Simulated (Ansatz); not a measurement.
Si$_{3}$N$_{4}$:
```
CELL_PARAMETERS angstrom
     -3.22734     3.22734     3.22734
      3.22734    -3.22734     3.22734
      3.22734     3.22734    -3.22734
ATOMIC_POSITIONS crystal
  N  0.56149 0.56149 0.56149
  N  0.43851 0.50000 0.00000
  N  0.50000 0.00000 0.93851
  N  0.00000 0.43851 0.50000
  N  0.93851 0.50000 0.00000
  N  0.06149 0.06149 0.06149
  N  0.00000 0.93851 0.50000
  N  0.50000 0.00000 0.43851
  Si 0.25000 0.12500 0.87500
  Si 0.87500 0.25000 0.12500
  Si 0.75000 0.37500 0.62500
  Si 0.62500 0.75000 0.37500
  Si 0.12500 0.87500 0.25000
  Si 0.37500 0.62500 0.75000
```

Relaxed with PBEsol. Special points in fractions of this cell's reciprocal vectors: Γ (0.000, 0.000, 0.000); H (0.500, -0.500, 0.500); N (0.000, 0.000, 0.500); P (0.250, 0.250, 0.250).

**Question.** List the band energies nearest the valence-band maximum at these points for PBEsol in the plane-wave PAW code Ansatz.

**Answer.** In eV from the valence-band maximum; about four levels below and three above (degenerate sets whole), none deeper than 8.9 eV; points with the same levels are listed once.

```json
[
 {"k": "Γ", "below": "-0.16 -0.16 -0.16 -0.06", "above": "4.47 4.47 4.62 4.62 4.62"},
 {"k": "H", "below": "-1.96 -1.96 -1.96 -1.96 -1.96 -1.96 -1.23 -1.23", "above": "5.30 5.30 5.30 5.30 5.30 5.30"},
 {"k": "N", "below": "-1.31 -1.31 -0.02 -0.02", "above": "4.87 4.87 5.91 5.91"},
 {"k": "P", "below": "-0.57 -0.57 -0.57 -0.57", "above": "5.68 5.68 6.55 6.55 6.55 6.55"}
]
```

Space group I-43d. The workflow started from an entry of the Crystallography Open Database (COD), which files this formula under 4 space groups. It is not the phase usual at ambient conditions (space group No. 176). The cell was relaxed with PBEsol under the symmetry of its start; whether a distortion lowers the energy is not shown.

Potentials: the earlier of the program's two PAW sets. The files were generated under PBE; for other functionals the program regenerates the frozen cores, and for LDA and PBEsol the local potential too.
